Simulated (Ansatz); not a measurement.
**Will it converge? Ni**

The cell (1 atom) is Ni as a measured crystal structure (space group Fm-3m). Source: COD entry 4320510; it may be a high-temperature, high-pressure or metastable form.

```
Ni
1.0
     0.00000    1.76987    1.76987
     1.76987    0.00000    1.76987
     1.76987    1.76987    0.00000
Ni
1
Direct
  0.00000 0.00000 0.00000
```

Atoms are numbered from 1 in the order listed.

The calculation used DFT, PBE+U, PAW, plane waves, scalar-relativistic in Ansatz.

| Setting | Value |
| --- | --- |
| Hubbard term (Dudarev form) | U − J = 6.2 eV on Ni d, on Löwdin-orthonormalised all-electron atomic orbitals |
| Plane-wave cutoff | 420 eV |
| k-point mesh | 13×13×13 (Γ-centred) |
| Occupations | Fermi–Dirac smearing, 0.1 eV |
| Valence electrons | 18 |
| Spin | collinear, starting moments Ni1 2.00 μB |

Site moments are integrals over atomic spheres and don't add up to the total.

The starting density is a sum of atomic densities. β is the mixing step of the charge; the magnetisation has a step of its own, which the program sets unless it is named.

A static U favours moments and orbital order; the result depends on U and need not be the measured state. With one magnetic atom in the cell its copies can only be parallel; orders in a larger cell may lie lower. Only one magnetic start was run, with no search, so the state need not be the lowest. The U is a test value, not one fitted to this metal, and a U on a metal's d shells tends to overstate moments.

Default run: converged in 10 iterations, spin-polarised, site moments Ni1 0.75 μB, total 0.69 μB per cell, no gap on the k-mesh. The search for lower states is off, and runs that name a mixer don't switch to direct minimisation.

(1) What happens with 1 band beyond the filled ones (limit 60 iterations)?

(2) Outcome with cold smearing, width 0.3 eV (limit 60 iterations)?

(3) Outcome with Fermi–Dirac width 0.003 eV, no switch to direct minimisation (limit 60 iterations)?

(4) Change to Fermi–Dirac width 0.0005 eV, no switch to direct minimisation (limit 60 iterations). Does it converge, and to what?

(5) Rank these settings by the iterations they needed, fewest first.
A. linear mixing, β 0.3, no preconditioner
B. MSR1 mixing, preconditioner none
C. linear mixing, β 0.4, Kerker

## Answers

(1) Converged in 10 iterations: the same free energy.

(2) Converged in 10 iterations: free energy shifted by +15.0 meV/atom, zero-width estimate shifted by -0.5 meV/atom, pressure -0.5 GPa against -0.1.

(3) Converged in 14 iterations: free energy shifted by +22.1 meV/atom, zero-width estimate shifted by +2.6 meV/atom, pressure -0.7 GPa against -0.1.

(4) Converged in 10 iterations: free energy shifted by +22.2 meV/atom, zero-width estimate shifted by +2.6 meV/atom, pressure -0.5 GPa against -0.1.

(5) B (10), C (29), A (52).
